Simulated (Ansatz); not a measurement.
Consider the following.

SnO2:
```xyz
6
Lattice="4.7218 0.0000 0.0000 0.0000 4.7233 0.0000 0.0000 0.0000 3.1903" Properties=species:S:1:pos:R:3 pbc="T T T"
Sn     2.3609     2.3616     1.5951
Sn     0.0000     0.0000     0.0000
O      1.4449     1.4460     0.0000
O      3.2769     3.2773     0.0000
O      3.8058     0.9157     1.5951
O      0.9160     3.8076     1.5951
```

This is the LDA-relaxed structure.

Task: All from LDA (plane waves, PAW; program Ansatz), unless another level is named. Predict the Hill bulk and shear moduli.

Result: 208 and 92.5 GPa.

Task: Predict the highest zone-centre frequency (without LO–TO term).

Result: 755 cm⁻¹.

Space group P4_2/mnm (rutile). Symmetry was held in the LDA relaxation; of distortions, only those at the zone centre were tested. Scalar-relativistic: spin–orbit coupling is off unless named, which matters more the heavier the elements.

Potentials: the later of the program's two PAW sets.
